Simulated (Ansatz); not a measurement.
Nuclear-site quantities of YS as the cell is scaled

```xyz
2
Lattice="0.0000 2.7437 2.7437 2.7437 0.0000 2.7437 2.7437 2.7437 0.0000" Properties=species:S:1:pos:R:3 pbc="T T T"
Y     2.7437    2.7437    2.7437
S     0.0000    0.0000    0.0000
```

Atoms are numbered in the order listed.

The conventional cell has a = 5.487 Å, b = 5.487 Å, c = 5.487 Å, α = 90.00°, β = 90.00°, γ = 90.00°. Y (atom 1) has 6 S at 2.74 Å as nearest neighbours. S (atom 2) has 6 Y at 2.74 Å as nearest neighbours.

The geometry is COD entry 1539528, unchecked; take it as a test cell.

Spin polarisation is left out, and whether a magnetic state lies lower isn't shown here.

These are results of DFT, LDA, all-electron PAW with datasets made for the crystal, scalar-relativistic (Ansatz 0.2.0), not measurements.

Sampling and basis: a Γ-centred 8×8×8 k mesh, Fermi–Dirac smearing of 0.01 eV, cutoff 240 eV (chosen by the program for this cell), no spin polarisation.

The contact density is the mean electron density over the nuclear volume; its changes follow the s electrons' response to bonding and compression. Changes below are taken from the unscaled cell, where it is 441978 e/Å³ at Y1, 19618.1 e/Å³ at S2.

| V/V(cell) | P (GPa) | Δρ(0) Y1 (e/Å³) | Δρ(0) S2 (e/Å³) |
| --- | --- | --- | --- |
| 0.9400 | 2.9 | 0.94 | -0.29 |
| 0.9800 | -1.8 | 0.26 | ? |
| 1.0000 | -3.8 | 0.00 | 0.00 |
| 1.0100 | -4.7 | -0.12 | ? |
| 1.0400 | -7.1 | ? | 0.24 |

Problem. Give the missing entry: row "1.0400", column "Δρ(0) Y1 (e/Å³)".

Solution. -0.48.

Problem. What belongs in the row "1.0100", column "Δρ(0) S2 (e/Å³)"?

Solution. 0.06.

Problem. Fill in "Δρ(0) S2 (e/Å³)" for the row "0.9800".

Solution. -0.11.

The datasets are made afresh for each cell, so very small changes are uncertain.
